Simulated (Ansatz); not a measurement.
The start is a relaxed Be cell displaced along its unstable phonon at q = (½, 0, 0) of its primitive reciprocal cell (274i cm⁻¹), largest move 0.15 Å. The structure is fully relaxed (lattice and positions, P = 0) with PBE (plane waves to 420 eV, PAW, scalar-relativistic; Ansatz, a program for electronic structure). The first steps use a coarse 17×17×13 k-mesh.

Initial structure:
```
CELL_PARAMETERS angstrom
      4.28750     0.00000     0.00000
     -1.07187     1.85654     0.00000
      0.00000     0.00000     2.45398
ATOMIC_POSITIONS crystal
  Be 0.00000 0.00000 0.06113
  Be 0.50000 0.00000 0.93887
```

What is the largest force in the starting geometry, and on which atom (counted from 1)?

0.33 eV/Å, on Be1, Be2 (atoms numbered as listed).

How does the volume per atom move from start to end?

-19.4 %, from 9.77 to 7.87 Å³/atom.

Does it find its way back to the structure it was made from?

It does not go back: it reaches Fm-3m (No. 225), fcc (Cu type), 0.42 eV/atom below the parent.

How do the shortest distances between atoms change?

The closest pairs of elements (up to four, under 3.6 Å), start → end: Be–Be 2.14 → 2.23 Å.

Give the final cell and atomic positions.


Space group Fm-3m (No. 225); a = b = c = 3.158 Å, α = β = γ = 90.00°

```
atom  site  symmetry       x       y       z
----  ----  --------  ------  ------  ------
Be      4a      m-3m  0.0000  0.0000  0.0000
```
(The calculation used a cell of 1 atom; values per cell refer to that cell.)

Final values are on a 25×25×25 k-mesh of the relaxed cell. No spin polarisation in the result.

The run could not lose the symmetry of its start: the end is stationary, and may be a saddle point rather than a minimum.

The relaxed structure here is a generated cell of Be: the first start was made by placing the elements on the sites of a structure type, and the end was not matched to a known phase here, so it may be hypothetical. Known forms of Be include space group No. 194.
